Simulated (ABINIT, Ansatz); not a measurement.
Given: the input of a run of Ansatz 0.2.0 on AlIn. Atoms were shifted at random by some hundredths of an Å from the given cell, which wasn't relaxed again for these runs. The cell comes from a database or a generator and needn't be the stable form of this composition.

Contents of input.yaml:

```yaml
crystal:
  lattice:
    - [3.05413, 0.0, 0.0]
    - [-1.52707, 2.64496, 0.0]
    - [0.0, 0.0, 5.82802]
  atoms:
    - { symbol: Al, position: [0.008601, 0.018711, 0.004997] }
    - { symbol: In, position: [0.01233, 0.001839, 0.506879] }
hamiltonian:
  xc: pbe
  pseudopotentials: { kind: paw, azcp: { folder: soft_1 } }
kpoints:
  mp_grid: { grid: [10, 10, 5] }
scf:
  occupations: { method: fermi_dirac, width: 0.05 }
output:
  forces: true
  stress: true
  eigenvalues: true
  write_density: true
  write_potential: true
  elf: true
  volumetric_format: npy
```

Potentials or basis: Ansatz PAW soft_1.

The run is started by

```sh
$ ansatz run input.yaml --threads 1 --pin off --max-ram 3584MiB --backend cpu --events-out ev --progress --plain --runs-dir out
```

What does the same run look like in ABINIT 10.8.3 (patched build)? Potentials or basis there: JTH PAW PBE v2.0, cutoff 599 eV.

As run (cutoffs and basis follow the program's own potentials, and thresholds, step limits or extra output files can differ):

run.abi

```
# Pseudopotentials
pp_dirpath "./"
pseudos "Al.GGA_PBE-JTH.xml, In.GGA_PBE-JTH.xml"

# Structure
acell 3*1.0
rprim
     5.7714692490     0.0000000000     0.0000000000
    -2.8857440731     4.9982500106     0.0000000000
     0.0000000000     0.0000000000    11.0133616488
ntypat 2
znucl 13 49
natom 2
typat 1 2
xred
     0.0086010000     0.0187110000     0.0049970000
     0.0123300000     0.0018390000     0.5068790000
chkprim 0
chksymtnons 0
tolsym 1.0e-6

# Plane-wave basis
ecut 22.0
pawecutdg 44.0
pawxcdev 0

# k points
kptopt 1
ngkpt 10 10 5
nshiftk 1
shiftk 0.0 0.0 0.0

# Exchange and correlation
ixc 11

# Bands and occupations
nband 12
occopt 3
tsmear 0.05 eV

# SCF cycle
nstep 100
tolvrs 1.0e-9

# Output
iomode 3
prtwf 0
prtden 0
prteig 0
prtebands 0
enunit 1
```

Potentials or basis: JTH PAW PBE v2.0.

Command:

```console
$ abinit run.abi > log 2>&1
```

Both were run:

|  | Ansatz | ABINIT |
| --- | --- | --- |
| Pressure | -0.1 GPa | -0.2 GPa |
| Energy over the undisturbed cell | 0.1 meV/atom | 0.3 meV/atom |

Ansatz's pressure holds a Pulay term of +0.02 GPa for its cutoff of 420 eV, which the other run lacks.

Where Ansatz's input types no cutoff or centring, it takes its own default and a Γ-centred mesh.

Pressure is positive in compression.
